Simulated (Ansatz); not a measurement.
Structures of Sr2Y: which is lowest?

Plane-wave DFT in Ansatz with scalar-relativistic PAW potentials, cutoff 420 eV, Γ-centred meshes chosen by cell and gap, Gaussian smearing with energies taken to zero width. Every cell was relaxed (cell and atoms) in a run of its own, within the symmetry of its start. Functional: PBE.

Relaxed structures (starts from databases or built by putting these elements on another compound's sites):
A. I4_1/amd, 6 atoms in the computed cell, a = 3.887 Å, c = 36.689 Å; sites (symmetry × multiplicity) Sr 2mm. × 8, Y -4m2 × 4; start: built
B. P6/mmm, 3 atoms in the computed cell, a = 6.369 Å, c = 3.715 Å; sites (symmetry × multiplicity) Sr -6m2 × 2, Y 6/mmm × 1; start: built

Task: Rank them by energy. Could pressure change the order?

Result:
```csv
structure,group,E − E(lowest) (meV/atom),V (Å³/atom),gap on mesh (eV)
A,I4_1/amd,0.0,46.20,0.00
B,P6/mmm,22.4,43.49,0.00
```

A is lowest, 22 meV/atom under B. B is denser by 2.70 Å³/atom, so pressure favours it: ΔE/ΔV, with ΔE in eV and 1 eV/Å³ = 160.2 GPa, gives about 1.3 GPa for equal enthalpy if both cells were rigid, a rough figure since the two compress differently. Other structures may lie lower than all of these, and vibrations aren't counted.